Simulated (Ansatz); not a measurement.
Data:

BaTe:
```
CELL_PARAMETERS angstrom
      0.00000     3.53235     3.53235
      3.53235     0.00000     3.53235
      3.53235     3.53235     0.00000
ATOMIC_POSITIONS crystal
  Ba 0.00000 0.00000 0.00000
  Te 0.50000 0.50000 0.50000
```

This is the PBE-relaxed structure.

Question: All from plane-wave PAW PBE (Ansatz code), unless another level is named. Estimate the hole effective mass, band 1 of 3 at the edge.

Answer: 1.3 along [100], 1.3 along [110], 0.60 along [111] (mₑ).

Question: Next, the hole effective mass with spin–orbit coupling, band 2 of 2 at the edge?

Answer: 0.20 along [100], 0.24 along [110], 0.26 along [111] (mₑ).

Question: Predict the band gap.

Answer: 1.66 eV (indirect).

Question: Next, the weight of the conduction-edge state by species (Voronoi cells)?

Answer: Ba 63 %, Te 37 %.

Space group Fm-3m (rock salt). The cell was relaxed with PBE under the symmetry of its start. Scalar-relativistic: spin–orbit coupling is off unless named, which matters more the heavier the elements.

Potentials: the later of the program's two PAW sets.
